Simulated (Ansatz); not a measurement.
CsBr:
```xyz
2
Lattice="4.3237 0.0000 0.0000 0.0000 4.3237 0.0000 0.0000 0.0000 4.3237" Properties=species:S:1:pos:R:3 pbc="T T T"
Cs     0.0000     0.0000     0.0000
Br     2.1619     2.1619     2.1619
```

DFT-r²SCAN in the program Ansatz with PAW potentials gives a gap of 5.19 eV without spin–orbit coupling, maximum at M, minimum at Γ.

**Question.** What happens when spin–orbit coupling is switched on?

**Answer.** The gap drops by 0.17 eV, to 5.02 eV; maximum at Γ, minimum at Γ.

**Question.** Give the electron effective mass with spin–orbit coupling.

**Answer.** 0.32 mₑ (isotropic).

**Question.** Give the hole effective mass with spin–orbit coupling, band 1 of 2 at the edge.

**Answer.** 4.1 along [100], 2.7 along [110], 2.3 along [111] (mₑ).

**Question.** Give the hole effective mass with spin–orbit coupling, band 2 of 2 at the edge.

**Answer.** 0.66 along [100], 0.72 along [110], 0.75 along [111] (mₑ).

Space group Pm-3m (CsCl type). Symmetry was held in the r²SCAN relaxation.

Potentials: the later of the program's two PAW sets.
